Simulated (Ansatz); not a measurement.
# Structure search: one NaY candidate

Theory: Ansatz 0.2.0, DFT PBE, scalar-relativistic, plane waves, PAW. Cutoff 420 eV, Gaussian smearing, Γ-centred meshes. Cell and atoms relax on a converged mesh. In metals the finer mesh still leaves noise of several meV/atom or more. The steps can't lower the symmetry of their start. No spin polarisation.

Recipe of this trial structure of NaY: close-packed layers stacked AB, repeated with a shift to C (R-3m, No. 166) (elements of the layers in order: Y Na). Lengths were set from tabulated atomic sizes, so they are only a guess.

Space group R-3m:H (No. 166). a = 3.719 Å, b = 3.719 Å, c = 17.880 Å, α = 90.00°, β = 90.00°, γ = 120.00°
| atom | site | symmetry | x | y | z |
| --- | --- | --- | --- | --- | --- |
| Na | 3b | -3m | 0.6667 | 0.3333 | 0.8333 |
| Y | 3a | -3m | 0.0000 | 0.0000 | 0.0000 |

Energies over the elements count from the elements' standard structures at the same level, with no fitted energy shifts.

Problem. Describe the relaxed structure.

Solution. The symmetry stays R-3m (No. 166). The end has the CuPt (L1_1) type. The volume per atom shrinks by 7.1 %, from 35.7 to 33.2 Å³. The shortest distance goes from 3.67 Å (Na–Y) to 3.50 Å (Na–Na and Y–Y). The ratio c/a of the conventional cell changes by a factor of 1.12. Conventional cell: a = 3.498 Å, c = 18.766 Å. Na is surrounded by 6 Na at 3.50 Å and 6 Y at 3.72 Å; Y has 6 Y at 3.50 Å and 6 Na at 3.72 Å.

```xyz
2
Lattice="1.7492 1.0099 6.2552 -1.7492 1.0099 6.2552 0.0000 -2.0199 6.2552" Properties=species:S:1:pos:R:3 pbc="T T T"
Na    0.0000    0.0000    9.3828
Y     0.0000    0.0000    0.0000
```

Problem. How does it come out in energy, and is it a metal?

Solution.

- Energy over the elements: +0.27 eV/atom
- Gap on the 18×18×18 mesh of the 2-atom cell: 0 eV (a metal)

The separate elements lie lower, so it is unstable against them.

The last run used Gaussian smearing of 0.10 eV. Symmetry constrained the relaxation, so the result can be a saddle point. In all, the 3 runs took 7.3 min on 1 thread of Arm Neoverse N1, with other jobs on the host.
